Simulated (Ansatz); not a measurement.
MgS (rock salt, Fm-3m) at seven volumes, r²SCAN (plane waves, PAW; program Ansatz), scaled uniformly. One row is withheld.

| V (Å³/atom) | P (GPa) |
|---|---|
| 16.023 | 9.10 |
| 16.551 | 5.59 |
| 17.079 | 2.58 |
| 17.607 | 0.00 |
| 18.136 | -2.22 |
| 18.664 | -4.13 |
| 19.192 | ? |

Q: Fit the shown pressures and predict the withheld one.

A: P = (3/2)B₀(x^(7/2) − x^(5/2))[1 + (3/4)(B′ − 4)(x − 1)] with x = (V₀/V)^(2/3). Least squares on the six rows gives V₀ = 17.607 Å³/atom, B₀ = 79.7 GPa, B′ = 4.06. At V = 19.192, x = 0.9442 and P = -5.77 GPa. The run itself gave -5.78 GPa.

Symmetry was held in the r²SCAN relaxation.

Potentials: the later of the program's two PAW sets.
